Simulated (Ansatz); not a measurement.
BeRh:
```
BeRh
1.0
    2.73048     0.00000     0.00000
    0.00000     2.73048     0.00000
    0.00000     0.00000     2.73048
Be Rh
1 1
Direct
  0.00000   0.00000   0.00000
  0.50000   0.50000   0.50000
```

Relaxed with LDA. Special points in fractions of this cell's reciprocal vectors: Γ (0.000, 0.000, 0.000); X (0.000, 0.500, 0.000); M (0.500, 0.500, 0.000); R (0.500, 0.500, 0.500).

Problem. List the band energies nearest the Fermi level at these points for the program Ansatz at the LDA level (PAW).

Solution. In eV from the Fermi level; about four levels below and three above (degenerate sets whole), none deeper than 8.9 eV; … stands for higher levels left out; points with the same levels are listed once.

```
k                    below           above
-  -----------------------  --------------
Γ        -8.86 -4.47 -4.47  0.00 0.00 0.00
X  -3.82 -3.42 -2.20 -2.20     0.21 2.59 …
M  -1.42 -1.42 -0.66 -0.66          1.35 …
R        -5.51 -5.51 -5.51  1.46 1.46 6.30
```

Space group Pm-3m (CsCl type). The first step of the workflow began from a Materials Project structure, measured or hypothetical; the Crystallography Open Database copy checked does not list it. With Be and Rh taken as one species the cell has the higher symmetry Im-3m, so it may be an ordered model of a mixed-site phase. Whether it is the stable phase at ambient conditions was not checked. Symmetry was held in the LDA relaxation; of distortions, only those at the zone centre were tested. The run is not spin-polarised. Spin–orbit coupling is left out wherever it is not named.

Potentials: the later of the program's two PAW sets.
